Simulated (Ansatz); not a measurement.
# Nb$_{3}$Au$_{2}$: computed property card

Nb$_{3}$Au$_{2}$:
```cif
data_Au4Nb6
_chemical_formula_sum 'Nb6 Au4'
_space_group_name_H-M_alt 'I4/mmm'
_space_group_IT_number 139
_space_group_name_Hall '-I 4 2'
_cell_length_a 3.40186
_cell_length_b 3.40186
_cell_length_c 15.28540
_cell_angle_alpha 90.000
_cell_angle_beta 90.000
_cell_angle_gamma 90.000
loop_
_atom_site_label
_atom_site_type_symbol
_atom_site_symmetry_multiplicity
_atom_site_Wyckoff_symbol
_atom_site_fract_x
_atom_site_fract_y
_atom_site_fract_z
_atom_site_occupancy
Nb1 Nb 2 a 0.00000 0.00000 0.00000 1
Nb2 Nb 4 e 0.00000 0.00000 0.39980 1
Au1 Au 4 e 0.00000 0.00000 0.19935 1
```
(The calculation used a cell of 5 atoms; values per cell refer to that cell.)

Space group I4/mmm (No. 139); conventional cell a = b = 3.4019 Å, c = 15.2854 Å, α = β = γ = 90.00°.

Method: r²SCAN in the plane-wave PAW code Ansatz. The cell and atoms are relaxed at this level. Other levels are named where they apply.

### Cell and energy

| Property | Value |
|---|---|
| Volume per atom | 17.69 Å³ |
| Density | 12.63 g/cm³ |
| Formation energy from the elements (no fitted shifts) | -0.19 eV/atom |

### Electronic structure

| Property | Value |
|---|---|
| Electronic character | metallic (no gap) |
| Density of states at the Fermi level | 0.69 states/eV per atom (mean over ±0.08 eV) |

The first step of the workflow began from a Materials Project structure, measured or hypothetical; the Crystallography Open Database files this formula in space group No. 139, but the cells were not matched. Its standing as an ambient phase is unchecked. Symmetry was held in the r²SCAN relaxation; its stability against distortions is not shown here. The run is not spin-polarised. Axis ratios of metals converge slowly with the k-mesh, so a and c are less sure than the volume. The references are the lowest solids computed at this level, not always the standard phases. Spin–orbit coupling is left out wherever it is not named.

Potentials: the later of the program's two PAW sets.
